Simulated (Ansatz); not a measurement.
TaSiRh3: computed properties

These are results of DFT PBE, scalar-relativistic, plane waves, PAW (Ansatz), not measurements.

Settings: cutoff 420 eV, Γ-centred mesh 10×10×10 on the computed 5-atom cell, Gaussian smearing of 0.10 eV; collinear spin from starting moments 0.9 0.0 0.2 0.2 0.2 μB.

The structure is relaxed at this level of theory with its symmetry kept, and needn't be the ground state of this composition.

```cif
data_structure
_symmetry_space_group_name_H-M 'Pm-3m'
_symmetry_Int_Tables_number 221
_cell_length_a 4.3598
_cell_length_b 4.3598
_cell_length_c 4.3598
_cell_angle_alpha 90.000
_cell_angle_beta 90.000
_cell_angle_gamma 90.000
_cell_volume 82.87
loop_
_atom_site_label
_atom_site_type_symbol
_atom_site_symmetry_multiplicity
_atom_site_Wyckoff_symbol
_atom_site_fract_x
_atom_site_fract_y
_atom_site_fract_z
_atom_site_occupancy
Ta1 Ta 1 b 0.50000 0.50000 0.50000 1
Si1 Si 1 a 0.00000 0.00000 0.00000 1
Rh1 Rh 3 d 0.50000 0.00000 0.00000 1
```

| Property | Result |
| --- | --- |
| Space group | Pm-3m (No. 221) |
| Volume per atom | 16.57 Å³ |
| Formation energy from the elements' standard states (uncorrected) | +0.235 eV/atom |
| Kohn–Sham band gap | none (metal) |
| Density of states at the Fermi level | 4.4 states/eV per cell |
| Orbital (Löwdin) character within 0.5 eV of the Fermi level | Ta 5d 46 %, Rh 4d 40 % |
| Bader charge by site (e) | Ta (1 in the cell) 1.28, Si (1 in the cell) 1.55, Rh (3 in the cell) -0.94 |
| Total moment | 1.79 μB per cell |
| Moment by site (μB) | Ta1 0.85, Rh3 0.18, Rh4 0.18, Rh5 0.18 |

Spin-orbit coupling is left out, which matters for the bands of heavy elements.

Only this magnetic start was tried.

The cell was found from a structure generator's guess, not taken from experiment. Löwdin shares on free-atom orbitals overweight diffuse shells.
